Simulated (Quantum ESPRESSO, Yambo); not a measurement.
# G0W0 results for Na₃BrO

```
Na3BrO
1.0
    4.53313     0.00000     0.00000
    0.00000     4.53313     0.00000
    0.00000     0.00000     4.53313
O Na Br
1 3 1
Cartesian
  2.26656   2.26656   2.26656
  0.00000   2.26656   2.26656
  2.26656   0.00000   2.26656
  2.26656   2.26656   0.00000
  0.00000   0.00000   0.00000
```

The geometry is that of Materials Project entry mp-985586, symmetrised and not relaxed again.

Starting point: PBEsol (pw.x of Quantum ESPRESSO, ONCV potentials, without SOC). G0W0 in Yambo: 4×4×4 Γ-centred k mesh, bands 4 to 136 and a 7 Ry block in the screening, 136 bands in G with the Bruneval-Gonze terminator, plasmon pole fitted at 27.2 eV.

```
Item                                                Result
-------------------------------------------------  -------
PBEsol gap along the band path                     1.96 eV
PBEsol gap between the mesh's edge points (Γ → Γ)  1.96 eV
G0W0 gap between the same points                   3.74 eV
```

| k point | band | E PBEsol (eV) | E QP (eV) | shift (eV) | Z |
|---|---|---|---|---|---|
| Γ | VB | 0.00 | -1.12 | -1.12 | 0.76 |
| Γ | CB | 1.96 | 2.63 | 0.67 | 0.85 |
| X | VB | -0.17 | -1.32 | -1.15 | 0.76 |
| X | CB | 4.23 | 5.13 | 0.90 | 0.83 |
| M | VB | -0.13 | -1.27 | -1.14 | 0.76 |
| M | CB | 4.50 | 5.30 | 0.80 | 0.85 |
| R | VB | -0.70 | -1.93 | -1.23 | 0.76 |
| R | CB | 6.03 | 7.07 | 1.04 | 0.83 |

Energies count from the PBEsol valence-band maximum.

Nearest settings tried, and what they do to the gap: 6 Ry block (179 vectors against 251): -42 meV. Not varied: bands in G, bands in W, mesh. So the settings aren't converged at that level.

Spin-orbit splittings are left out. The cell is held in this high symmetry; tilts and polar distortions were not searched.

The structure is a Materials Project entry; no match was found in the copy of COD used, and its stability was not checked.
